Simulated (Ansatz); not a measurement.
ZrSi:
Space group Cmcm (No. 63); a = 3.729 Å, b = 9.881 Å, c = 3.743 Å, α = 90.00°, β = 90.00°, γ = 90.00°

```tsv
atom	site	symmetry	x	y	z
Zr	4c	m2m	0.0000	0.6453	0.2500
Si	4c	m2m	0.0000	0.0785	0.7500
```
(The calculation used a cell of 4 atoms; values per cell refer to that cell.)

Relaxed with PBEsol.

Q: Tabulate the valence density and the electron localisation function along the shortest Zr–Zr contact (3.36 Å), DFT-PBEsol in the program Ansatz with PAW potentials.

A: 

```csv
distance from Zr (Å),density (e/Å³),ELF
0.34,4.09,0.53
0.50,3.79,0.78
0.67,2.51,0.81
0.84,1.27,0.67
1.01,0.56,0.36
1.17,0.29,0.17
1.34,0.20,0.16
1.51,0.17,0.23
1.68,0.16,0.28
1.85,0.17,0.23
2.01,0.20,0.16
2.18,0.29,0.17
2.35,0.56,0.36
2.52,1.27,0.67
2.68,2.51,0.81
2.85,3.79,0.78
3.02,4.09,0.53
```

The density is the valence pseudo-density with augmentation charge, so density and ELF within about 1 Å of a nucleus are not all-electron values.

The workflow started from a Materials Project entry (that database holds measured and hypothetical structures alike); the Crystallography Open Database files this formula in space group No. 63, but the cells were not matched. Its standing as an ambient phase is unchecked. Symmetry was held in the PBEsol relaxation; its stability against distortions is not shown here. The run is not spin-polarised.

Potentials: the later of the program's two PAW sets.
